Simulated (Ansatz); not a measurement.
Co$_{2}$SiB$_{2}$:
```cif
data_B2Co2Si
_chemical_formula_sum 'Si1 Co2 B2'
_space_group_name_H-M_alt 'P 1'
_space_group_IT_number 1
_cell_length_a 5.38961
_cell_length_b 5.38961
_cell_length_c 2.72275
_cell_angle_alpha 90.000
_cell_angle_beta 90.000
_cell_angle_gamma 147.984
loop_
_space_group_symop_operation_xyz
  'x, y, z'
loop_
_atom_site_label
_atom_site_type_symbol
_atom_site_fract_x
_atom_site_fract_y
_atom_site_fract_z
_atom_site_occupancy
Si1 Si 0.00000 0.00000 0.00000 1
Co1 Co 0.36428 0.63572 0.50000 1
Co2 Co 0.63572 0.36428 0.50000 1
B1 B 0.20588 0.79412 0.00000 1
B2 B 0.79412 0.20588 0.00000 1
```

Relaxed with r²SCAN.

Task: Which orbitals make up the states near the Fermi level in DFT-r²SCAN in the program Ansatz with PAW potentials?

Result: Within 0.5 eV of the Fermi level: Co 3d 77 %, B 2p 12 %, Si 3p 6 %. Projections are on Löwdin-orthogonalised atomic valence shells; empty p or d shells of many metals are not among them.

Task: Tabulate the density of states.

Result: States/eV per cell of 5 atoms, in 0.25 eV bins, energy from the Fermi level.

```csv
E (eV),total,Co 3d,B 2p,Si 3p
-7.85,1.26,0.22,0.54,0.25
-7.60,1.25,0.23,0.55,0.25
-7.35,1.17,0.23,0.49,0.25
-7.10,1.37,0.28,0.58,0.30
-6.85,1.53,0.35,0.63,0.35
-6.60,1.90,0.47,0.82,0.43
-6.35,2.10,0.55,0.84,0.52
-6.10,2.10,0.62,0.78,0.54
-5.85,2.14,0.69,0.71,0.61
-5.60,2.35,0.86,0.78,0.59
-5.35,2.34,0.92,0.79,0.51
-5.10,2.21,0.94,0.74,0.42
-4.85,2.39,1.19,0.66,0.40
-4.60,3.01,1.72,0.76,0.35
-4.35,2.94,1.86,0.65,0.30
-4.10,3.11,2.19,0.53,0.26
-3.85,2.72,2.07,0.38,0.16
-3.60,1.79,1.39,0.22,0.12
-3.35,2.62,2.06,0.40,0.11
-3.10,2.06,1.70,0.24,0.06
-2.85,2.27,1.93,0.18,0.09
-2.60,4.11,3.63,0.19,0.14
-2.35,6.49,5.65,0.25,0.19
-2.10,4.50,4.06,0.14,0.10
-1.85,3.84,3.46,0.16,0.09
-1.60,3.09,2.85,0.11,0.05
-1.35,3.01,2.84,0.07,0.05
-1.10,4.58,4.28,0.15,0.08
-0.85,3.05,2.75,0.18,0.06
-0.60,4.50,3.90,0.36,0.15
-0.35,5.65,4.64,0.53,0.29
-0.10,2.53,1.86,0.36,0.20
0.15,1.30,0.89,0.23,0.11
0.40,1.15,0.71,0.18,0.09
0.65,1.43,0.80,0.24,0.13
0.90,1.47,0.78,0.28,0.14
1.15,1.59,0.82,0.31,0.16
1.40,2.28,1.18,0.49,0.18
1.65,2.46,1.23,0.67,0.16
1.90,1.30,0.58,0.42,0.12
2.15,1.18,0.54,0.29,0.14
2.40,1.91,0.77,0.37,0.20
2.65,1.93,0.70,0.38,0.26
2.90,2.25,0.75,0.44,0.36
3.15,2.51,0.76,0.54,0.41
3.40,2.05,0.54,0.47,0.39
3.65,2.07,0.46,0.51,0.35
3.90,1.88,0.38,0.48,0.29
4.15,1.63,0.29,0.43,0.26
4.40,1.50,0.25,0.41,0.26
4.65,1.46,0.22,0.42,0.25
```

Space group Cmmm. The start of the workflow was typed in or built on a structure type; neither database checked (COD, Materials Project) lists it. Whether it is the stable phase at ambient conditions was not checked. The cell was relaxed with r²SCAN under the symmetry of its start; whether a distortion lowers the energy is not shown. The workflow began spin-polarised and lost its moments.

Potentials: the later of the program's two PAW sets.
